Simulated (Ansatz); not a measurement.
Space group Pm-3m (No. 221). a = 4.175 Å, b = 4.175 Å, c = 4.175 Å, α = 90.00°, β = 90.00°, γ = 90.00°
```tsv
atom	site	symmetry	x	y	z
Y	1a	m-3m	0.0000	0.0000	0.0000
B	1b	m-3m	0.5000	0.5000	0.5000
Rh	3c	4/mm.m	0.0000	0.5000	0.5000
```

Equation of state of this YBRh$_{3}$ structure (not necessarily the ground state), with shape and atoms relaxed at each volume where symmetry leaves them free. It has no gap at any of these volumes. Theory: DFT r2SCAN, scalar-relativistic, plane waves, PAW in Ansatz.

Plane waves to 500 eV, a k mesh through Γ of 8×8×8 on the computed 5-atom cell and Gaussian smearing (0.10 eV); no spin polarisation.

| V (Å³/atom) | E − E(largest V) (meV/atom) | P (GPa) |
| --- | --- | --- |
| 12.810 | 86.84 | 33.48 |
| 13.247 | 10.48 | 22.90 |
| 13.684 | -39.33 | 13.96 |
| 14.120 | -66.71 | 6.39 |
| 14.557 | -75.08 | -0.01 |
| 14.994 | -67.37 | -5.43 |
| 15.431 | -46.04 | -10.02 |
| 16.013 | 0.00 | -15.06 |

Question: Fit a third-order Birch–Murnaghan equation to E(V).

Answer: V0 = 14.55 Å³/atom, B0 = 196 GPa, B0' = 4.5.

Cost: 8 runs of about 2.5 core-minutes in all, on Arm Neoverse V1 (shared hosts).